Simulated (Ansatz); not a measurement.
# AlRu (Pm-3m): electronic heat capacity and spin susceptibility from the density of states

Computed with DFT r2SCAN, scalar-relativistic, plane waves, PAW in Ansatz.

Plane waves to 500 eV, a k mesh through Γ of 14×14×14 on the computed 2-atom cell and Gaussian smearing (0.10 eV); no spin polarisation.

Relaxed cell: Pm-3m, a = 2.983 Å, b = 2.983 Å, c = 2.983 Å, α = 90.00°, β = 90.00°, γ = 90.00°, 2 atoms in the primitive cell. Whether it is the stable form of this composition wasn't checked.

The density of states at the Fermi level is 1.555 states/eV in the cell of 2 atoms (1 formula unit; both spins, tetrahedra on a 21×21×21 mesh).

Q: What Sommerfeld coefficient and Pauli susceptibility does this give?

A: Per formula unit N(E_F) = 1.555 states/eV. γ = (π²/3) k_B² N(E_F) N_A = 2.357 mJ/(mol K²) per state/eV, so γ = 3.7 mJ/(mol K²), a mole of formula units. χ_P = μ_B² N(E_F) N_A = 3.23×10⁻⁵ emu/mol per state/eV gives 5.0×10⁻⁵ emu/mol. This is the bare band result: a measured γ of the same phase is as a rule larger by a factor 1 + λ from phonons and spin fluctuations, the spin part of χ is larger by the Stoner factor, and a measured χ also holds orbital and core terms. N(E_F) at one energy is sensitive to the mesh where the density of states has sharp peaks.

Cost: 1 run of about 0.42 core-minutes, on Arm Neoverse V1 (shared hosts).